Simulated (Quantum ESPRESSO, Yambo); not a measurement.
## Levels of theory for the gap of CuI

CuI (space group P-3m1, No. 164): one geometry, one set of norm-conserving PBEsol (Quantum ESPRESSO, 92 Ry, no spin-orbit coupling) orbitals, self-energies from Yambo (3×3×2 Γ-centred k mesh, bands 9 to 209 and a 8 Ry block in the screening, 209 bands in G with the Bruneval-Gonze terminator, plasmon pole fitted at 27.2 eV).

Cell and atoms were relaxed with PBE+D3(BJ) from Materials Project entry mp-570081, within its symmetry.

```json
[
 {"level": "PBEsol (Quantum ESPRESSO)", "gap Γ → Γ (eV)": "1.48", "rough Yambo cost": "–"},
 {"level": "exchange only (Hartree-Fock self-energy on PBEsol orbitals)", "gap Γ → Γ (eV)": "10.23", "rough Yambo cost": "about 1/6 (8 states)"},
 {"level": "static COHSEX@PBEsol", "gap Γ → Γ (eV)": "2.67", "rough Yambo cost": "within a factor of two (2 states)"},
 {"level": "G0W0@PBEsol, plasmon pole", "gap Γ → Γ (eV)": "2.53", "rough Yambo cost": "1 (8 states)"}
]
```

Bare exchange has no screening and gives the widest gap; static COHSEX screens it but leaves out the frequency dependence, which G0W0 restores.

Costs are rough ratios of core time on shared machines.

Nearest settings tried, and what they do to the gap: 135 bands in W, 135 bands in G: +30 meV; 7 Ry block (221 vectors against 253): +0 meV; 3×3×1 mesh: -102 meV. So the settings aren't converged at that level. The k mesh is coarse.

Without spin-orbit coupling, band edges of such heavy elements can be off by tenths of an eV. The filled Cu 3d shell has no Hubbard U; semilocal functionals place it too high.

This is not the ordinary phase of the substance; no match was found in the copy of COD used, and its stability was not checked.
